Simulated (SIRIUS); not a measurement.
Worked example: self-consistent single point of W (Pmm2, 8 atoms in the cell; from COD 9008583, changed as shown) in SIRIUS.

Method: PBEsol, PseudoDojo 0.4 standard norm-conserving PBEsol (tails mended) pseudopotentials (plane waves; SIRIUS).

The change in words: atom 2 moved by +0.04 angstrom along y. Reference geometry (Pm-3n):
```
W
1.0
    5.08300     0.00000     0.00000
    0.00000     5.08300     0.00000
    0.00000     0.00000     5.08300
W
8
Cartesian
  0.00000   0.00000   0.00000
  2.54150   2.54150   2.54150
  0.00000   2.54150   1.27075
  0.00000   2.54150   3.81225
  1.27075   0.00000   2.54150
  3.81225   0.00000   2.54150
  2.54150   3.81225   0.00000
  2.54150   1.27075   0.00000
```

Reference input (self-consistent single point, DFT, PBEsol, plane waves, PseudoDojo 0.4 standard norm-conserving PBEsol (tails mended) pseudopotentials): parameters.ngridk = 3 3 3; parameters.xc_functionals = [XC_GGA_X_PBE_SOL, XC_GGA_C_PBE_SOL]; parameters.gk_cutoff = 8.602 1/bohr; parameters.pw_cutoff = 17.205 1/bohr; parameters.shiftk = 1 1 1; parameters.smearing = fermi_dirac; parameters.smearing_width = 0.00367493 Ha; potentials = PseudoDojo 0.4 standard norm-conserving PBEsol (tails mended) pseudopotentials; parameters.electronic_structure_method = pseudopotential; parameters.num_bands = 67; parameters.num_mag_dims = 0; parameters.num_dft_iter = 100. This run's input differs from it in these lines:

```diff
@@ -45,3 +45,3 @@
         [0.0, 0.0, 0.0],
-        [0.5, 0.5, 0.5],
+        [0.5, 0.507869, 0.5],
         [0.0, 0.5, 0.25],
```

The program printed (abridged):

```
[find] density tolerance         : 1e-06
[find] total energy tolerance    : 1e-07
[find] iter_solver_tol (initial) : 0.01
[find] iter_solver_tol (target)  : 1e-13
[find] num_dft_iter              : 100
Charges and magnetic moments
--------------------------------------------------------------------------------
total charge          : 112.000000
[find] | SCF iteration   0 out of 100|
[diagonalize] iterative solver tolerance (occupied, empty): 0.01 0.01
[diagonalize] average number of iterations: 2
[find] Charges and magnetic moments
[find] total charge          : 112.000000
[find] Energy
   [... lines left out ...]

[find] Charges and magnetic moments
[find] total charge          : 112.000000
[find] Energy
[find] smearing (-TS)                 :      -0.00468324
[find] Total energy                   :    -606.61465275 (Ha),   -1213.22930550 (Ry)
[find] Free energy (E-TS)             :    -606.61933598 (Ha),   -1213.23867197 (Ry)
[find] band gap (eV)                  :       0.05309247
[find] Efermi                         :       0.79061046
[find] iteration : 19, RMS (target) : 9.5178e-07 (1.0000e-06) , energy difference (target) : -8.5925e-09 (1.0000e-07)
[find] bands are converged : false
[find] iterative solver converged : true
[find] converged after 20 SCF iterations!
[find] Charges and magnetic moments
[find] total charge          : 112.000000
[find] Energy
[find] smearing (-TS)                 :      -0.00468324
[find] Total energy                   :    -606.61465275 (Ha),   -1213.22930550 (Ry)
[find] Free energy (E-TS)             :    -606.61933598 (Ha),   -1213.23867197 (Ry)
[find] band gap (eV)                  :       0.05309247
[find] Efermi                         :       0.79061046
[ground_state] === stress tensor components [kbar] ===
[ground_state] === stress_total ===
[ground_state]    81.429495    0.000000    0.000000
[ground_state]     0.000000   81.105707    0.000000
[ground_state]     0.000000    0.000000   81.561073
[ground_state] ==== total Forces in Ha/bohr =====
   [... lines left out ...]
[ground_state] atom:    3, force:      -0.0000000      0.0004616      0.0000490
[ground_state] atom:    4, force:      -0.0000280      0.0040862      0.0000000
[ground_state] atom:    5, force:       0.0000280      0.0040862      0.0000000
[ground_state] atom:    6, force:       0.0000000      0.0013837      0.0000000
[ground_state] atom:    7, force:       0.0000000      0.0012342      0.0000000
```

The run converged in 20 iterations. SIRIUS prints the stress tensor with tension positive. Against the reference run the free energy goes up by 1.7 meV/atom, the pressure moves little (-8.18 to -8.14 GPa) and the largest force goes from 0.000 to 0.668 eV/Å.

Spin-orbit coupling is left out, which matters for bands and gaps with elements this heavy. No clean gap shows at this smearing width and mesh (spacing up to 0.41 Å⁻¹); the mesh is coarse for partly filled bands, so the values carry mesh errors.

Cost on one core: roughly 4 core-minutes.

“Tails mended”: in these copies of the files the far tail of each local potential was reset to the Coulomb form.
